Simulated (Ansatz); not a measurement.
InGaP$_{2}$ in space group R3m (No. 160; In on 3a, Ga on 3a, P on 3a, P on 3a), LDA (plane waves, PAW; program Ansatz), all energies at zero smearing, with the estimated change up to a 700 eV cutoff added, with one set of potentials and settings (totals compare only within such a set). Cell of 4 atoms (1 In, 1 Ga, 2 P): -10617.176 eV.

| element | reference phase | E (eV/atom) |
|---|---|---|
| In | I4/mmm, 1 atoms in the cell | -5457.1653 |
| Ga | Cmce, 4 atoms in the cell | -3706.9815 |
| P | Cmce, 4 atoms in the cell | -725.9596 |

Formation energy per atom, worked out: (-10617.176 − 1×(-5457.1653) − 1×(-3706.9815) − 2×(-725.9596))/4 = -0.277 eV/atom (-27 kJ per mol of atoms), at 0 K, without zero-point energy or fitted corrections.

The workflow started from a Materials Project entry (that database holds measured and hypothetical structures alike); the Crystallography Open Database copy checked does not list it. With In and Ga taken as one species the cell has the higher symmetry F-43m, so it may be an ordered model of a mixed-site phase. Whether it is the stable phase at ambient conditions was not checked. The cell was relaxed with LDA under the symmetry of its start; of distortions, only those at the zone centre were tested. The references are the lowest solids computed at this level, not always the standard phases. Scalar-relativistic: spin–orbit coupling is off unless named, which matters more the heavier the elements.

Potentials: the later of the program's two PAW sets.
